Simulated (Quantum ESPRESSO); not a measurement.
```
SnS2
1.0
    3.66511     0.00000     0.00000
   -1.83255     3.17408     0.00000
    0.00000     0.00000    15.90000
S Sn
2 1
Direct
  0.66667   0.33333   0.90668
  0.33333   0.66667   0.09332
  0.00000   0.00000   0.00000
```

The layer was cut from Materials Project entry mp-1170 and relaxed with PBE+D3(BJ) in a cell 15.9 Å high, with the Coulomb interaction truncated along z.

Problem. What does PBE (stringent potentials; pw.x of Quantum ESPRESSO, ONCV potentials, scalar-relativistic) give for the electronic structure near the Fermi level?

Solution. The PBE gap is indirect, 1.57 eV, from 33 % of the way from Γ to M to M; the smallest direct gap is 1.83 eV. The valence-band maximum lies 6.77 eV below the vacuum level. Spin-orbit splittings are left out.
